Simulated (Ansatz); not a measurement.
BaTiO₃ (cubic perovskite)

```yaml
crystal:
  lattice:
    - [3.99403, 0.00000, 0.00000]
    - [0.00000, 3.99403, 0.00000]
    - [0.00000, 0.00000, 3.99403]
  atoms:
    - { symbol: Ba, position: [0.00000, 0.00000, 0.00000] }
    - { symbol: Ti, position: [0.50000, 0.50000, 0.50000] }
    - { symbol: O, position: [0.00000, 0.50000, 0.50000] }
    - { symbol: O, position: [0.50000, 0.50000, 0.00000] }
    - { symbol: O, position: [0.50000, 0.00000, 0.50000] }
```

Two coordinates are scanned: the volume, and the ratio of the stretch along z (the conventional c axis) to the stretch across it. Atoms keep their fractional coordinates.

Computed with r2SCAN (plane waves to 500 eV, PAW, scalar-relativistic; Ansatz, a quantum-chemistry and plane-wave program). k mesh 8×8×8 (Γ-centred), Fermi-Dirac smearing 0.05 eV. The energy includes the smearing's −TS. BaTiO3 is run without spin polarisation. BaTiO3 was relaxed with its symmetry unable to fall. This is a high-temperature form of BaTiO3. ΔE is measured from the relaxed starting cell.

```tsv
ΔE (eV/atom)	V/V₀ = 0.960	V/V₀ = 0.980	V/V₀ = 1.000	V/V₀ = 1.020	V/V₀ = 1.040
(c/a)/(c/a)₀ = 0.880	0.1271	0.1105	0.1007	0.0970	0.0988
(c/a)/(c/a)₀ = 0.940	0.0374	0.0263	0.0217	0.0230	…
(c/a)/(c/a)₀ = 1.000	0.0124	0.0030	0.0000	0.0028	0.0107
(c/a)/(c/a)₀ = 1.060	0.0326	0.0217	0.0174	0.0188	…
(c/a)/(c/a)₀ = 1.120	…	0.0723	0.0641	0.0619	0.0652
```

**Question.** Some entries are withheld; supply them.

**Answer.** 
- (c/a)/(c/a)₀ = 0.940, V/V₀ = 1.040: 0.0295
- (c/a)/(c/a)₀ = 1.060, V/V₀ = 1.040: 0.0255
- (c/a)/(c/a)₀ = 1.120, V/V₀ = 0.960: 0.0872

(Under strain, the slope of the energy per volume gives the stress and its curvature an elastic modulus.)
